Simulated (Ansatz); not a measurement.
Cs$_{2}$LiAlF$_{6}$ in space group P-3m1 (No. 164; Cs on 2d, Li on 1a, Al on 1b, F on 6i), DFT-r²SCAN in the program Ansatz with PAW potentials. The conduction-band minimum lies at Γ, with 1 equivalent valley. Second derivatives d²E/dk² of the lowest band at one valley (eV·Å²), along Cartesian directions:

| direction | d²E/dk² |
|---|---|
| [100] | 14.68 |
| [010] | 14.68 |
| [001] | 17.15 |
| [110] | 14.68 |
| [101] | 15.91 |
| [011] | 15.91 |

Question: Find the principal effective masses, the density-of-states mass and the conductivity mass.

Answer: Off-diagonal terms follow from H_xy = H[110] − (H_xx + H_yy)/2, and m*/mₑ = 7.620 eV·Å² over each eigenvalue: 0.44, 0.52, 0.52. One valley's DOS mass (m₁m₂m₃)^(1/3) = 0.49, conductivity mass 3/(Σ 1/mᵢ) = 0.49 mₑ.

Question: What effective density of states Nc follows at 300 K for parabolic valleys?

Answer: Nc = 2.509e19 × 1 × (0.49)^(3/2) ≈ 8.6e18 cm⁻³.

The workflow started from a Materials Project entry (that database holds measured and hypothetical structures alike); the Crystallography Open Database copy checked does not list it. Its standing as an ambient phase is unchecked. Symmetry was held in the r²SCAN relaxation; whether a distortion lowers the energy is not shown. Scalar-relativistic: spin–orbit coupling is off unless named, which matters more the heavier the elements.

Potentials: the later of the program's two PAW sets.

Edges and masses are those of Kohn–Sham bands, whose gap is no quasiparticle gap.
